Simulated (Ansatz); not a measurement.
## Band table of AlNi (rocksalt type)

```yaml
crystal:
  lattice:
    - [0.00000, 1.94561, 1.94561]
    - [1.94561, 0.00000, 1.94561]
    - [1.94561, 1.94561, 0.00000]
  atoms:
    - { symbol: Ni, position: [0.00000, 0.00000, 0.00000] }
    - { symbol: Al, position: [0.50000, 0.50000, 0.50000] }
```

The cell comes from a relaxation on PAW files under the same functional, begun from a prototype that needn't be the stable phase.

All numbers are LDA results (scalar-relativistic) from Ansatz 0.2.0, with a Γ-centred 15×15×15 k mesh, Fermi–Dirac smearing of 0.1 eV, no spin polarisation. Methods: LAPW: all electrons, basis error target 1 meV/atom.

This run: volume at 0.55 of the series' base cell.

Spin polarisation is left out, though a magnetic state may lie lower.

Path points, in fractions of the reciprocal vectors: Γ (0.000, 0.000, 0.000), X (0.500, 0.000, 0.500), U (0.625, 0.250, 0.625), K (0.375, 0.375, 0.750), L (0.500, 0.500, 0.500), W (0.500, 0.250, 0.750). The distance column jumps between branches of the path. Levels in eV from the Fermi level; bands 9 to 17, counted from the lowest band of the run. The gap is zero, the pressure 268.4 GPa.

```
# k(1/Å) point b9 b10 b11 b12 b13 b14 b15 b16 b17
0.000 Γ -15.51 -5.80 -5.80 -5.80 -5.35 -5.35 11.85 11.85 11.85
0.202 - -15.34 -5.90 -5.74 -5.74 -5.40 -5.32 10.83 10.83 11.40
0.404 - -14.86 -6.16 -5.56 -5.56 -5.54 -5.23 9.20 9.20 10.31
0.606 - -14.08 -6.54 -5.78 -5.26 -5.26 -5.10 7.55 7.55 9.50
0.807 - -13.03 -6.97 -6.09 -4.94 -4.87 -4.87 5.99 5.99 8.17
1.009 - -11.77 -7.37 -6.42 -4.77 -4.41 -4.41 4.60 4.60 5.19
1.211 - -10.43 -7.69 -6.69 -4.63 -3.94 -3.94 2.58 3.45 3.45
1.413 - -9.26 -7.90 -6.84 -4.54 -3.56 -3.56 0.60 2.65 2.65
1.615 X -8.77 -7.98 -6.86 -4.51 -3.40 -3.40 -0.20 2.36 2.36
1.686 - -8.76 -7.97 -6.87 -4.52 -3.41 -3.37 -0.22 2.27 2.39
1.757 - -8.71 -7.97 -6.90 -4.55 -3.42 -3.29 -0.29 2.03 2.48
1.829 - -8.64 -7.96 -6.95 -4.61 -3.44 -3.15 -0.40 1.71 2.64
1.900 - -8.55 -7.95 -7.01 -4.68 -3.47 -2.96 -0.57 1.36 2.85
1.972 - -8.43 -7.95 -7.07 -4.76 -3.51 -2.73 -0.81 1.04 3.12
2.043 - -8.29 -7.97 -7.14 -4.85 -3.56 -2.46 -1.12 0.79 3.43
2.114 - -8.14 -8.02 -7.20 -4.95 -3.62 -2.16 -1.45 0.61 3.79
2.186 U -8.12 -7.97 -7.25 -5.05 -3.69 -1.82 -1.79 0.49 4.19
3.174 K -8.12 -7.97 -7.25 -5.05 -3.69 -1.82 -1.79 0.49 4.19
3.388 - -8.79 -7.43 -7.35 -5.31 -3.94 -2.57 -0.67 0.45 5.60
3.603 - -9.99 -7.31 -6.90 -5.51 -4.25 -3.04 0.70 1.03 7.28
3.817 - -11.40 -7.14 -6.44 -5.60 -4.61 -3.55 2.25 2.32 9.18
4.031 - -12.75 -6.85 -6.07 -5.61 -4.97 -4.14 3.98 4.14 11.27
4.245 - -13.91 -6.50 -5.82 -5.55 -5.30 -4.71 5.91 6.26 13.18
4.459 - -14.78 -6.16 -5.70 -5.57 -5.46 -5.15 8.01 8.47 12.68
4.673 - -15.32 -5.90 -5.75 -5.74 -5.38 -5.33 10.26 10.56 12.07
4.887 Γ -15.51 -5.80 -5.80 -5.80 -5.35 -5.35 11.85 11.85 11.85
5.062 - -15.38 -5.87 -5.77 -5.77 -5.35 -5.35 10.38 11.60 11.60
5.237 - -15.02 -6.04 -5.69 -5.69 -5.32 -5.32 8.11 11.10 11.10
5.411 - -14.43 -6.30 -5.70 -5.70 -5.13 -5.13 5.84 10.53 10.53
5.586 - -13.63 -6.63 -5.79 -5.79 -4.82 -4.82 3.67 9.93 9.93
5.761 - -12.67 -6.99 -5.89 -5.89 -4.46 -4.46 1.69 9.31 9.31
5.936 - -11.62 -7.40 -5.97 -5.97 -4.12 -4.12 0.03 8.75 8.75
6.111 - -10.63 -7.87 -6.03 -6.03 -3.88 -3.88 -1.11 8.35 8.35
6.285 L -10.13 -8.17 -6.05 -6.05 -3.79 -3.79 -1.53 8.20 8.20
6.428 - -10.06 -8.17 -6.10 -6.02 -3.79 -3.72 -1.55 7.70 7.98
6.571 - -9.86 -8.17 -6.22 -5.92 -3.81 -3.53 -1.60 6.53 7.34
6.714 - -9.53 -8.16 -6.42 -5.76 -3.83 -3.21 -1.68 5.10 6.38
6.856 - -9.10 -8.14 -6.66 -5.59 -3.83 -2.78 -1.77 3.63 5.31
6.999 - -8.61 -8.08 -6.92 -5.44 -3.78 -2.27 -1.82 2.22 4.25
7.142 - -8.13 -7.99 -7.19 -5.38 -3.64 -1.78 -1.71 0.93 3.29
7.285 - -7.87 -7.74 -7.43 -5.42 -3.48 -1.55 -1.21 -0.16 2.54
7.427 W -7.75 -7.59 -7.59 -5.46 -3.40 -1.03 -0.99 -0.99 2.24
7.528 - -7.81 -7.68 -7.49 -5.40 -3.40 -1.47 -1.01 -0.49 2.24
7.629 - -7.96 -7.76 -7.37 -5.25 -3.40 -1.91 -0.93 0.03 2.25
7.730 - -8.15 -7.83 -7.26 -5.06 -3.40 -2.32 -0.81 0.56 2.27
7.831 - -8.35 -7.88 -7.14 -4.88 -3.40 -2.68 -0.66 1.07 2.29
7.932 - -8.52 -7.92 -7.03 -4.72 -3.40 -2.98 -0.50 1.55 2.31
8.033 - -8.66 -7.95 -6.94 -4.60 -3.40 -3.21 -0.35 1.96 2.33
8.134 - -8.74 -7.97 -6.88 -4.53 -3.40 -3.35 -0.24 2.25 2.35
8.235 X -8.77 -7.98 -6.86 -4.51 -3.40 -3.40 -0.20 2.36 2.36
```
